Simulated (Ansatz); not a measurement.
Sb$_{2}$Pt in space group Pa-3 (No. 205; Pt on 4a, Sb on 8c) under volume change, the program Ansatz at the LDA level (PAW), shape and atoms relaxed at each volume.

| V (Å³/atom) | E − E(relaxed) (meV/atom) | P (GPa) |
|---|---|---|
| 20.072 | ___ | ___ |
| 20.734 | ___ | ___ |
| 21.396 | 8.4 | 4.21 |
| 22.057 | 0.0 | 0.00 |
| 22.719 | 7.4 | -3.46 |
| 23.381 | 27.8 | -6.35 |
| 24.042 | 59.2 | -8.77 |

What belongs in the gaps?


- 20.072, E − E(relaxed) (meV/atom): 86.4
- 20.072, P (GPa): 15.35
- 20.734, E − E(relaxed) (meV/atom): 35.9
- 20.734, P (GPa): 9.27

What does a third-order Birch–Murnaghan fit give for V₀, B₀ and B′?

V₀ = 22.06 Å³/atom, B₀ = 127 GPa, B′ = 5.2.

The cell was relaxed with LDA under the symmetry of its start; of distortions, only those at the zone centre were tested. No spin polarisation was allowed. Scalar-relativistic: spin–orbit coupling is off unless named, which matters more the heavier the elements.

Potentials: the later of the program's two PAW sets.
